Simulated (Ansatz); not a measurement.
NbN:
```cif
data_N4Nb4
_chemical_formula_sum 'N4 Nb4'
_space_group_name_H-M_alt 'Fm-3m'
_space_group_IT_number 225
_space_group_name_Hall '-F 4 2 3'
_cell_length_a 4.35575
_cell_length_b 4.35575
_cell_length_c 4.35575
_cell_angle_alpha 90.000
_cell_angle_beta 90.000
_cell_angle_gamma 90.000
loop_
_atom_site_label
_atom_site_type_symbol
_atom_site_symmetry_multiplicity
_atom_site_Wyckoff_symbol
_atom_site_fract_x
_atom_site_fract_y
_atom_site_fract_z
_atom_site_occupancy
N1 N 4 a 0.00000 0.00000 0.00000 1
Nb1 Nb 4 b 0.50000 0.50000 0.50000 1
```
(The calculation used a cell of 2 atoms; values per cell refer to that cell.)

This is the LDA-relaxed structure.

### Question
All from DFT-LDA in the program Ansatz with PAW potentials, unless another level is named. Give the electronic character.

### Answer
metallic (no gap).

### Question
What about the formation energy from the elements (no fitted shifts)?

### Answer
-1.34 eV/atom.

### Question
What about the density of states at the Fermi level?

### Answer
0.43 states/eV per atom (mean over ±0.08 eV).

Symmetry was held in the LDA relaxation; of distortions, only those at the zone centre were tested. No spin polarisation was allowed. The references are the lowest solids computed at this level, not always the standard phases (solids in place of the gases). Spin–orbit coupling is left out wherever it is not named.

Potentials: the later of the program's two PAW sets.
